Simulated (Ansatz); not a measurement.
HfS3:
Space group P2₁/m (No. 11); a = 5.1416 Å, b = 3.6092 Å, c = 9.2237 Å, α = 90.00°, β = 97.45°, γ = 90.00°

| atom | site | symmetry | x | y | z |
|---|---|---|---|---|---|
| Hf | 2e | m | 0.7150 | 0.2500 | 0.3492 |
| S | 2e | m | 0.1229 | 0.2500 | 0.8209 |
| S | 2e | m | 0.2380 | 0.2500 | 0.4483 |
| S | 2e | m | 0.4731 | 0.7500 | 0.1794 |

Relaxed with r²SCAN.

Question: Which orbitals make up the states near the band edges in DFT-r²SCAN in the program Ansatz with PAW potentials?

Answer: Top 1 eV of the valence band: S 3p 81 %, Hf 5d 16 %. Bottom 1 eV of the conduction band: S 3p 47 %, Hf 5d 41 %, outside the projected shells 5 %. Projections are on Löwdin-orthogonalised atomic valence shells; empty p or d shells of many metals are not among them.

Question: Tabulate the density of states.

Answer: States/eV per cell of 8 atoms, in 0.25 eV bins, energy from the valence-band maximum.

| E (eV) | total | S 3p | Hf 5d | S 3s |
|---|---|---|---|---|
| -7.85 | 0.00 | 0.00 | 0.00 | 0.00 |
| -7.60 | 0.00 | 0.00 | 0.00 | 0.00 |
| -7.35 | 0.00 | 0.00 | 0.00 | 0.00 |
| -7.10 | 0.00 | 0.00 | 0.00 | 0.00 |
| -6.85 | 0.00 | 0.00 | 0.00 | 0.00 |
| -6.60 | 0.00 | 0.00 | 0.00 | 0.00 |
| -6.35 | 0.00 | 0.00 | 0.00 | 0.00 |
| -6.10 | 0.00 | 0.00 | 0.00 | 0.00 |
| -5.85 | 0.18 | 0.14 | 0.02 | 0.01 |
| -5.60 | 2.74 | 2.15 | 0.25 | 0.12 |
| -5.35 | 6.22 | 4.77 | 0.49 | 0.22 |
| -5.10 | 4.80 | 3.71 | 0.35 | 0.29 |
| -4.85 | 4.01 | 3.11 | 0.30 | 0.32 |
| -4.60 | 4.01 | 3.10 | 0.41 | 0.29 |
| -4.35 | 5.19 | 4.11 | 0.60 | 0.28 |
| -4.10 | 9.13 | 7.28 | 1.08 | 0.43 |
| -3.85 | 7.50 | 5.80 | 1.07 | 0.34 |
| -3.60 | 8.75 | 6.62 | 1.52 | 0.36 |
| -3.35 | 3.62 | 2.86 | 0.40 | 0.25 |
| -3.10 | 3.99 | 3.12 | 0.62 | 0.16 |
| -2.85 | 6.18 | 4.73 | 1.18 | 0.14 |
| -2.60 | 4.38 | 3.49 | 0.72 | 0.09 |
| -2.35 | 4.41 | 3.66 | 0.58 | 0.07 |
| -2.10 | 3.24 | 2.70 | 0.43 | 0.04 |
| -1.85 | 7.10 | 5.75 | 1.13 | 0.05 |
| -1.60 | 7.43 | 6.04 | 1.12 | 0.07 |
| -1.35 | 6.47 | 5.26 | 0.97 | 0.06 |
| -1.10 | 4.92 | 3.97 | 0.80 | 0.03 |
| -0.85 | 9.77 | 7.79 | 1.67 | 0.12 |
| -0.60 | 6.40 | 5.17 | 1.04 | 0.07 |
| -0.35 | 5.97 | 4.89 | 0.93 | 0.05 |
| -0.10 | 1.60 | 1.36 | 0.21 | 0.01 |
| 0.15 | 0.00 | 0.00 | 0.00 | 0.00 |
| 0.40 | 0.00 | 0.00 | 0.00 | 0.00 |
| 0.65 | 0.00 | 0.00 | 0.00 | 0.00 |
| 0.90 | 0.00 | 0.00 | 0.00 | 0.00 |
| 1.15 | 0.00 | 0.00 | 0.00 | 0.00 |
| 1.40 | 0.00 | 0.00 | 0.00 | 0.00 |
| 1.65 | 0.39 | 0.05 | 0.28 | 0.00 |
| 1.90 | 1.17 | 0.42 | 0.59 | 0.04 |
| 2.15 | 2.62 | 1.47 | 0.84 | 0.12 |
| 2.40 | 3.78 | 1.83 | 1.56 | 0.14 |
| 2.65 | 2.48 | 1.13 | 1.10 | 0.08 |
| 2.90 | 2.23 | 0.90 | 1.13 | 0.05 |
| 3.15 | 2.36 | 0.92 | 1.23 | 0.05 |
| 3.40 | 3.22 | 1.17 | 1.70 | 0.09 |
| 3.65 | 5.78 | 1.42 | 3.42 | 0.30 |
| 3.90 | 7.15 | 1.60 | 4.44 | 0.38 |
| 4.15 | 6.02 | 1.52 | 3.74 | 0.23 |
| 4.40 | 9.75 | 2.27 | 6.31 | 0.35 |
| 4.65 | 8.43 | 2.31 | 4.97 | 0.39 |
| 4.90 | 4.58 | 1.36 | 2.51 | 0.23 |
| 5.15 | 4.97 | 1.49 | 2.61 | 0.20 |
| 5.40 | 10.34 | 2.98 | 5.18 | 0.37 |
| 5.65 | 6.18 | 2.01 | 2.90 | 0.22 |
| 5.90 | 5.27 | 1.67 | 2.31 | 0.23 |
| 6.15 | 4.90 | 1.84 | 1.88 | 0.29 |

Space group P2_1/m. The first step of the workflow began from a Materials Project structure, measured or hypothetical; the Crystallography Open Database copy checked does not list it. Its standing as an ambient phase is unchecked. Symmetry was held in the r²SCAN relaxation; whether a distortion lowers the energy is not shown. The run is not spin-polarised. A crystal of weakly bound layers computed without a dispersion correction: the cell and the soft elastic constants depend strongly on that. Spin–orbit coupling is left out wherever it is not named.

Potentials: the later of the program's two PAW sets.
